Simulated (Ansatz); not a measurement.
SrTiO$_{3}$ (cubic perovskite): values from a third-order Birch-Murnaghan fit to a volume scan beside measured ones. Computed values: PBE (plane waves to 420 eV, PAW, scalar-relativistic; Ansatz, a program for electronic structure). SrTiO3 is run without spin polarisation. SrTiO3 was relaxed with its symmetry unable to fall. The PAW data are Ansatz's earlier set.

```tsv
quantity	reference	kind
Lattice constant a (Å)	3.89	measured at or taken to low temperature
Bulk modulus B₀ (GPa)	172.1	measured, room temperature or unstated; Murnaghan fit
```

References as given in: D. I. Bilc, R. Orlando, R. Shaltaf et al., Physical Review B (2008), arXiv:0805.0753; Mael Guennou, Pierre Bouvier, Jens Kreisel et al., Physical Review B (2010), arXiv:0910.0710. Values not taken to low temperature hold thermal and zero-point shifts that a static calculation lacks, so small differences there are no errors of the method.

What does PBE give, and how far is that from the reference?


```
quantity                  PBE  difference
----------------------  -----  ----------
Lattice constant a (Å)  3.937      +1.2 %
Bulk modulus B₀ (GPa)     170      -1.0 %
```

PBE overestimates the lattice constant a by 1.2 %.

(A scan under strain: stresses follow from slopes of the energy per volume, elastic moduli from its curvatures.)
